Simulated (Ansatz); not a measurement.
**Calculated ¹⁷O NMR of the central transition for NaC3O3**

Cell: a COD entry, taken as it stands.

Space group Fddd:1 (No. 70); a = 7.9248, b = 11.4835, c = 14.3208 Å.

```csv
site,Wyckoff,site symmetry,x,y,z
Na,16f,.2.,0.2500,0.3987,0.2500
C5,16g,..2,0.7500,0.7500,0.6476
C9,32h,1,0.9093,0.7450,0.6995
O17,16g,..2,0.7500,0.7500,0.9397
O21,32h,1,0.4536,0.2314,0.3429
```

One atom of each set is listed; the run and its k-mesh use a cell of 28 atoms with edges of 9.18, 8.18, 6.98 Å.

All values are calculated (Ansatz; DFT, PBE, plane waves and PAW, scalar-relativistic, 420 eV cutoff, Γ-centred 5×5×5 k-points, Fermi–Dirac smearing 0.05 eV), not measured.

¹⁷O has I = 5/2 and Q = -25.58 mb (Pyykkö 2018); at 28.2 T its Larmor frequency is ν₀ = 162.8 MHz. Only the quadrupole interaction is simulated: positions count from each site's isotropic chemical shift, and J coupling is left out, as are shift anisotropy and dipolar coupling, which fast spinning averages.

Task: What does the ¹⁷O spectrum (fast magic-angle spinning) show for each site?

Result: 

```json
{"site": "O17", "first shell": "1 C at 1.25 Å; also 2 Na at 2.45 Å", "C_Q (MHz)": "9.83", "η": "0.02", "P_Q (MHz)": "9.83", "δ_QIS (ppm)": "-21.9", "breadth (kHz)": "7.67"}
{"site": "O21", "first shell": "1 C at 1.25 Å; also 3 Na at 2.47–2.84 Å", "C_Q (MHz)": "9.90", "η": "0.03", "P_Q (MHz)": "9.90", "δ_QIS (ppm)": "-22.2", "breadth (kHz)": "7.82"}
```

δ_QIS = −(ν_Q²/30ν₀²)[I(I+1) − 3/4](1 + η²/3) × 10⁶ ppm with ν_Q = 3|C_Q|/[2I(2I−1)]; it falls as 1/B₀² in ppm, and the breadth as 1/B₀ in kHz.

The largest force is 1.0 eV/Å, so the atoms aren't at the calculated equilibrium and relaxing them would move these values.
